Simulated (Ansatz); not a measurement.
Be$_{2}$Sn:
```
Be2Sn
1.0
    0.00000     2.90604     2.90604
    2.90604     0.00000     2.90604
    2.90604     2.90604     0.00000
Sn Be
1 2
Direct
  0.00000   0.00000   0.00000
  0.25000   0.25000   0.25000
  0.75000   0.75000   0.75000
```

Relaxed with PBE. Special points in fractions of this cell's reciprocal vectors: Γ (0.000, 0.000, 0.000); X (0.500, 0.000, 0.500); U (0.625, 0.250, 0.625); K (0.375, 0.375, 0.750); L (0.500, 0.500, 0.500); W (0.500, 0.250, 0.750).

Q: List the band energies nearest the Fermi level at these points for DFT-PBE with spin–orbit coupling in the program Ansatz with PAW potentials.

A: In eV from the Fermi level; about four levels below and three above (degenerate sets whole), none deeper than 8.9 eV; points with the same levels are listed once.

```
k                    below                          above
-  -----------------------  -----------------------------
Γ                        –  0.63 0.63 0.82 0.82 0.82 0.82
X  -3.32 -3.32 -0.43 -0.43            0.73 0.73 6.72 6.72
U  -5.06 -5.06 -2.89 -2.89            0.34 0.34 3.37 3.37
L  -1.31 -1.31 -1.04 -1.04            1.53 1.53 1.57 1.57
W  -5.04 -5.04 -4.22 -4.22            2.76 2.76 2.77 2.77
```

Space group Fm-3m (fluorite or antifluorite type). A made-up cell: these elements were put on the sites of a structure type; neither database checked (COD, Materials Project) lists it. Its standing as an ambient phase is unchecked. Symmetry was held in the PBE relaxation; its stability against distortions is not shown here.

Potentials: the earlier of the program's two PAW sets.
